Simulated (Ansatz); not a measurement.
A distorted cell of Ti2O3 (corundum):

```yaml
crystal:
  lattice:
    - [2.49574, 1.44092, 4.58833]
    - [-2.49574, 1.44092, 4.58833]
    - [0.00000, -2.88183, 4.58833]
  atoms:
    - { symbol: Ti, position: [0.84390, 0.84390, 0.84390] }
    - { symbol: Ti, position: [0.15610, 0.15610, 0.15610] }
    - { symbol: Ti, position: [0.65610, 0.65610, 0.65610] }
    - { symbol: Ti, position: [0.34390, 0.34390, 0.34390] }
    - { symbol: O, position: [0.04277, 0.45723, 0.75000] }
    - { symbol: O, position: [0.95723, 0.54277, 0.25000] }
    - { symbol: O, position: [0.75000, 0.04277, 0.45723] }
    - { symbol: O, position: [0.25000, 0.95723, 0.54277] }
    - { symbol: O, position: [0.45723, 0.75000, 0.04277] }
    - { symbol: O, position: [0.54277, 0.25000, 0.95723] }
```

The numbers are results of LDA (plane waves to 420 eV, PAW, scalar-relativistic; Ansatz, a program for electronic structure), not measurements. k mesh 11×11×11 (Γ-centred), Fermi-Dirac smearing 0.05 eV. Compression counts positive. With partly filled bands, energies and forces of such displacements shift with the k mesh and the smearing. Ti2O3 is run without spin polarisation and with no Hubbard U. Ti2O3 was relaxed with its symmetry unable to fall.

Q: What forces act on the atoms (eV/Å, Cartesian)?

A: 
```tsv
atom	Fx	Fy	Fz
Ti1	0.000	0.000	1.337
Ti2	0.000	0.000	-1.337
Ti3	0.000	0.000	-1.337
Ti4	0.000	0.000	1.337
O5	1.712	0.000	0.000
O6	-1.712	0.000	0.000
O7	-0.856	1.483	0.000
O8	0.856	-1.483	0.000
O9	-0.856	-1.483	0.000
O10	0.856	1.483	0.000
```

Q: What is the stress tensor (GPa)?

A: 
```
    5.0      0.0      0.0
    0.0      5.0      0.0
    0.0      0.0      7.8
```
The pressure, a third of the trace, is 5.9 GPa.

(A displaced cell: forces are minus the slopes of the energy, force constants its curvatures, and phonons follow from these.)
